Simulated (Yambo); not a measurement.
Material: Si (diamond, space group Fd-3m, No. 227); a = 3.849 Å, b = 3.849 Å, c = 3.849 Å, α = 60.00°, β = 60.00°, γ = 60.00° (2 atoms in the cell). The geometry is that of Materials Project entry mp-149, symmetrised and not relaxed again.

With PBE (pw.x of Quantum ESPRESSO, ONCV potentials, without SOC), the gap between the mesh's edge points (Γ → X) is 0.723 eV.

Question: By how much does one-shot G0W0 (Yambo; 4×4×4 Γ-centred k mesh, 148 bands and a 14 Ry block in the screening, 148 bands in G with the Bruneval-Gonze terminator, plasmon pole fitted at 27.2 eV) open this gap, and what gap results?

Answer: The correction is 0.611 eV, giving 1.334 eV, 1.8 times the PBE value. The mesh misses a band edge: along a dense path the PBE gap is 0.59 eV against 0.72 eV on the mesh. Nearest settings tried, and what they do to the gap: 90 bands in W, 90 bands in G: -16 meV; 6 Ry block (89 vectors against 283): -87 meV. Not varied: mesh. So the settings aren't converged at that level.
